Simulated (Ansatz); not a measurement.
**Structures of Ca$_{3}$Si$_{2}$: which is lowest?**

Plane-wave DFT in Ansatz with scalar-relativistic PAW potentials, cutoff 420 eV, Γ-centred meshes chosen by cell and gap, Gaussian smearing with energies taken to zero width. Every cell was relaxed (cell and atoms) in a run of its own, within the symmetry of its start. Functional: PBE.

Relaxed structures (starts from databases or built by putting these elements on another compound's sites):
A. R-3c, 10 atoms in the computed cell, a = 7.266 Å, c = 19.319 Å; sites (symmetry × multiplicity) Ca .2 × 18, Si 3. × 12; start: built
B. R-3m, 5 atoms in the computed cell, a = 3.762 Å, c = 35.851 Å; sites (symmetry × multiplicity) Ca -3m × 3 + 3m × 6, Si 3m × 6; start: built

Question: Rank them by energy. Could pressure change the order?

Answer:
| structure | group | E − E(lowest) (meV/atom) | V (Å³/atom) | gap on mesh (eV) |
| --- | --- | --- | --- | --- |
| A | R-3c | 0.0 | 29.44 | 0.00 |
| B | R-3m | 212 | 29.30 | 0.00 |

A is lowest, 212 meV/atom under B. The two lowest differ in volume by under 3 %, too little for a first-order estimate of what pressure does to that pair (other pairs aren't weighed here); with rigid cells even 3 % in favour of the higher one would need about 38 GPa. Other structures may lie lower than all of these, and vibrations aren't counted.